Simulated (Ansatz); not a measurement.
A generator proposed this cell of Ga2P.

```xyz
6
Lattice="4.5298 0.0000 0.0000 -2.2649 3.9229 0.0000 0.0000 0.0000 5.5243" Properties=species:S:1:pos:R:3 pbc="T T T"
Ga    0.0000    0.0000    2.7622
Ga    0.0000    0.0000    0.0000
Ga    2.2649    1.3076    1.3811
Ga    0.0000    2.6153    4.1432
P     2.2649    1.3076    4.1432
P     0.0000    2.6153    1.3811
```

Level of theory: DFT PBE, scalar-relativistic, plane waves, PAW in Ansatz 0.2.0. Settings: cutoff 420 eV, Γ-centred mesh 6×6×4 on the computed 6-atom cell, Gaussian smearing of 0.10 eV; no spin polarisation.

Formation energies are uncorrected and refer to the elements' standard structures at the same level. The references include black phosphorus.

Question: How far from equilibrium is it?

Answer: The pressure is 5.5 GPa (the mean over three directions, positive in compression), the largest force is 0.00 eV/Å (symmetry fixes the atoms), and the energy is +0.16 eV/atom against the elements. The shortest distance is 2.62 Å.

Question: Is it a good guess?

Answer: A good one: relaxing gains under 0.1 eV/atom (the start's value is from the coarse mesh, so the gain is rough) in 15 ionic steps and ends at +0.11 eV/atom on the finer mesh. The symmetry stays P6_3/mmc (No. 194). The end has the Ni2In type. The volume per atom grows by 7.5 %, from 16.4 to 17.6 Å³. The shortest distance goes from 2.62 Å (Ga–P) to 2.70 Å (Ga–P). Conventional cell: a = 4.682 Å, c = 5.555 Å. Ga on a site of symmetry -3m has 2 Ga at 2.78 Å, 6 Ga at 3.04 Å and 6 P at 3.04 Å; around Ga on a site of symmetry -6m2 lie 5 P at 2.70–2.78 Å and 6 Ga at 3.04 Å; around P lie 5 Ga at 2.70–2.78 Å and 6 Ga at 3.04 Å.

The last run used a 12×12×8 mesh (in the run's order of axes) for its 6-atom cell and Gaussian smearing of 0.10 eV. The reference form of P is held partly by dispersion forces, which this level lacks. The relaxation can't lower the symmetry of the start, and the grade says only how near the guess is to its own end. Symmetry constrained the relaxation, so the result can be a saddle point. Another cell of Ga2P relaxed alike, in P-4m2, lies 73 meV/atom lower, so this cell isn't the stable form at this level.
